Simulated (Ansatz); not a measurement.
Relaxed-ion elastic tensor of Pb (hcp (Mg type), P6_3/mmc) in GPa (Voigt order), LDA (plane waves, PAW; program Ansatz); density 11.82 g/cm³, 29.10 Å³ per atom.

```csv
,1,2,3,4,5,6
1,75.6,48.0,35.4,0.0,0.0,0.0
2,48.0,75.6,35.4,0.0,0.0,0.0
3,35.4,35.4,66.1,0.0,0.0,0.0
4,0.0,0.0,0.0,8.7,0.0,0.0
5,0.0,0.0,0.0,0.0,8.7,0.0
6,0.0,0.0,0.0,0.0,0.0,13.8
```

### Question
Is the crystal mechanically stable?

### Answer
Yes: the smallest eigenvalue of C is 8.7 GPa.

### Question
Work out the Voigt, Reuss and Hill averages.

### Answer
K_V = 50.5, K_R = 49.6, K_H = 50.1; G_V = 12.8, G_R = 11.7, G_H = 12.3 GPa.

### Question
Give Young's modulus, Poisson's ratio, Pugh's ratio and the universal anisotropy index.

### Answer
E = 9KG/(3K + G) = 34.0 GPa; ν = 0.39; K/G = 4.08 (ductile by the Pugh limit of 1.75); A_U = 5G_V/G_R + K_V/K_R − 6 = 0.50.

### Question
Estimate the sound speeds and the Debye temperature.

### Answer
v_l = √((K + 4G/3)/ρ) = 2370 m/s, v_t = √(G/ρ) = 1020 m/s, mean 1150 m/s; Θ = (h/k)(3n/4πV)^(1/3) v_m = 111 K.

### Question
Solve the Christoffel equation for the three sound speeds along x, y, z.

### Answer
Eigenvalues of C_ijkl n_j n_l equal ρv². In km/s, slowest first: x 0.86, 1.08, 2.53; y 0.86, 1.08, 2.53; z 0.86, 0.86, 2.37.

### Question
How much does each axis shrink under pressure?

### Answer
Linear compressibilities β_i = Σ_j S_ij (j = 1 to 3): x 5.4, y 5.4, z 9.3 per TPa.

The first step of the workflow began from a Materials Project structure, measured or hypothetical; the Crystallography Open Database files this formula in space group No. 194, but the cells were not matched. It is not the phase usual at ambient conditions (space group No. 225). The LDA relaxation kept the symmetry of its start; of distortions, only those at the zone centre were tested. As this level gives no gap, shear constants depend on the k-mesh and smearing (Fermi–Dirac, 0.1 eV here). On the denser mesh and wider smearing of the elastic run this cell carries a stress of 1.1 GPa. Scalar-relativistic: spin–orbit coupling is off unless named, which matters more the heavier the elements.

Potentials: the later of the program's two PAW sets.
